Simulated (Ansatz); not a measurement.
Given:

LiH$_{3}$O$_{2}$:
```cif
data_H6Li2O4
_chemical_formula_sum 'Li2 H6 O4'
_space_group_name_H-M_alt 'P 1'
_space_group_IT_number 1
_cell_length_a 5.48940
_cell_length_b 5.48751
_cell_length_c 3.14144
_cell_angle_alpha 102.843
_cell_angle_beta 102.863
_cell_angle_gamma 96.808
loop_
_space_group_symop_operation_xyz
  'x, y, z'
loop_
_atom_site_label
_atom_site_type_symbol
_atom_site_fract_x
_atom_site_fract_y
_atom_site_fract_z
_atom_site_occupancy
Li1 Li 0.65238 0.84757 0.00009 1
Li2 Li 0.34762 0.15243 0.99991 1
H1 H 0.75576 0.51911 0.35648 1
H2 H 0.24424 0.48089 0.64352 1
H3 H 0.98096 0.74416 0.64358 1
H4 H 0.01904 0.25584 0.35642 1
H5 H 0.73836 0.23856 0.81569 1
H6 H 0.26164 0.76144 0.18431 1
O1 O 0.79326 0.70682 0.50019 1
O2 O 0.20674 0.29318 0.49981 1
O3 O 0.71537 0.21548 0.10112 1
O4 O 0.28463 0.78452 0.89888 1
```

This is the r²SCAN+D4-relaxed structure.

**Question.** All from r²SCAN+D4 (plane waves, PAW; program Ansatz), unless another level is named. Predict the hole effective mass.

**Answer.** 2.2, 2.7, 13 mₑ (principal values).

**Question.** Give the HSE06 gap on the r²SCAN+D4 cell.

**Answer.** 6.77 eV.

**Question.** What about the conduction-band minimum?

**Answer.** at Γ.

**Question.** Next, the weight of the conduction-edge state by species (Voronoi cells)?

**Answer.** H 62 %, O 24 %, Li 14 %.

Space group C2/m. The first step of the workflow began from a Materials Project structure, measured or hypothetical; the Crystallography Open Database files this formula in space group No. 12, but the cells were not matched. Its standing as an ambient phase is unchecked. The r²SCAN+D4 relaxation kept the symmetry of its start; whether a distortion lowers the energy is not shown. Point labels and valley counts follow the cell and symmetry of the run, lower than the named group.

Potentials: the later of the program's two PAW sets.
